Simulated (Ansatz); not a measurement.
**Slab of bcc Li (111), 6 layers**

The slab is cut from the bcc crystal, the stable phase, as relaxed on PAW files (20.17 Å³/atom), with 20 Å of vacuum and a dipole correction:

```
CELL_PARAMETERS angstrom
4.85037 0.00000 0.00000
-2.42518 4.20054 0.00000
0.00000 0.00000 24.95040
ATOMIC_POSITIONS crystal
Li 0.16667 0.33333 0.40080
Li 0.50000 0.00000 0.44048
Li 0.83333 0.66667 0.48016
Li 0.16667 0.33333 0.51984
Li 0.50000 0.00000 0.55952
Li 0.83333 0.66667 0.59920
```

All numbers are PBEsol results (scalar-relativistic) from Ansatz 0.2.0, with a Γ-centred 8×8×1 k mesh, Fermi–Dirac smearing of 0.08 eV, no spin polarisation. Methods: LAPW: all electrons, basis error target 1 meV/atom; PAW: frozen-core files, cutoff 420 eV.

The bulk energy comes from a cell in the slab's orientation on a 8×8×11 mesh. The surface energy is (E(slab) − N·E(bulk))/2A at zero smearing, the mean of both faces; thin slabs carry quantum-size effects.

The PAW files were made under PBE.

Problem. As cut, the LAPW slab lies 1.475 eV above 6 atoms of bulk. What surface energy is that?

Solution. Over two faces of 20.37 Å² it is 36.2 meV/Å², and times 16.02 J/m² per eV/Å² that gives γ = 0.580 J/m².

| method | γ as cut (J/m²) | γ relaxed (J/m²) | Φ as cut (eV) | Φ relaxed (eV) |
| --- | --- | --- | --- | --- |
| LAPW | 0.580 | 0.571 | 3.01 | 2.98 |

Problem. How do the spacings between the planes relax?

Solution. From the bottom face up: d12 +9.2 % of 0.990 Å, d23 -13.5 % of 0.990 Å, d34 +6.1 % of 0.990 Å, d45 -13.5 % of 0.990 Å, d56 +9.2 % of 0.990 Å.

Problem. What changes if the images along the normal are cut off in place of the dipole correction?

Solution. LAPW then gives: no gap, work function 2.98 eV; PAW: no gap, work function 2.98 eV.

Problem. In the relaxed 1×1 cell, replace the outer, then the middle Li by Be, which changes a whole layer. What shift does this Z+1 picture give?

Solution. E(outer) − E(middle) = +0.97 eV by LAPW and +0.97 eV by PAW; a positive value puts the surface line at higher binding energy.
